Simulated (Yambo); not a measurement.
**Optical response of AlPO4**

```xyz
12
Lattice="5.2860 0.0000 0.0000 -2.6430 4.5778 0.0000 0.0000 0.0000 8.6294" Properties=species:S:1:pos:R:3 pbc="T T T"
O     -1.2364     2.3380     4.2753
O      2.6430     0.0982     8.5900
O      1.2364     2.3380     4.2753
O      3.8795     2.2398     8.5900
O      0.0000     4.4796     4.2753
O      1.4066     2.2398     8.5900
O      0.0000     3.0519     2.2570
O      2.6430     1.5259     6.5717
Al     0.0000     3.0519     0.5346
Al     2.6430     1.5259     4.8493
P      2.6430     1.5259     8.0857
P      0.0000     3.0519     3.7710
```

Yambo, RPA with local fields on PBEsol bands shifted by a G0W0 scissor of 2.90 eV; 3×3×2 mesh, 154 bands, 3 Ry local-field block, 0.2 eV broadening; field along x.

```tsv
E (eV)	Im ε	Re ε	Im ε, independent particles
0.0	0.00	1.79	0.00
0.4	0.00	1.80	0.00
0.8	0.00	1.80	0.00
1.1	0.00	1.80	0.00
1.5	0.00	1.80	0.00
1.9	0.00	1.81	0.00
2.2	0.00	1.81	0.00
2.6	0.00	1.82	0.00
3.0	0.00	1.82	0.00
3.4	0.00	1.83	0.01
3.8	0.01	1.84	0.01
4.1	0.01	1.85	0.01
4.5	0.01	1.86	0.01
4.9	0.01	1.88	0.01
5.2	0.01	1.89	0.01
5.6	0.01	1.91	0.01
6.0	0.01	1.93	0.01
6.4	0.01	1.95	0.02
6.8	0.01	1.98	0.02
7.1	0.02	2.01	0.02
7.5	0.02	2.04	0.02
7.9	0.02	2.08	0.03
8.2	0.03	2.13	0.03
8.6	0.03	2.19	0.04
9.0	0.04	2.26	0.05
9.4	0.07	2.35	0.08
9.8	0.10	2.45	0.11
10.1	0.20	2.59	0.21
10.5	0.34	2.71	0.38
10.9	0.39	2.77	0.45
11.2	0.79	3.12	0.92
11.6	1.09	3.11	1.30
12.0	1.71	2.66	2.03
12.4	2.00	1.99	2.37
12.8	1.52	1.73	1.77
13.1	1.10	1.82	1.31
13.5	1.44	2.08	1.76
13.9	1.64	1.88	2.14
14.2	1.70	1.54	2.06
14.6	1.51	1.37	1.89
15.0	1.45	1.09	1.63
15.4	0.98	1.19	1.11
15.8	1.01	1.47	1.14
16.1	1.15	1.52	1.34
16.5	1.25	1.48	1.42
16.9	1.27	1.49	1.48
17.2	1.53	1.40	1.88
17.6	1.30	0.94	1.59
18.0	1.29	1.20	1.66
18.4	1.42	1.08	1.83
18.8	1.22	0.94	1.57
19.1	1.35	1.01	1.80
19.5	1.38	0.73	1.69
19.9	1.20	0.61	1.54
```

Peak heights and small wiggles depend on the k mesh. Convergence of the RPA response with its 3×3×2 mesh was not tested. The scissor comes from a G0W0 run whose convergence isn't established. No excitonic effects at this level.

Geometry of the Materials Project entry, not relaxed at this level.
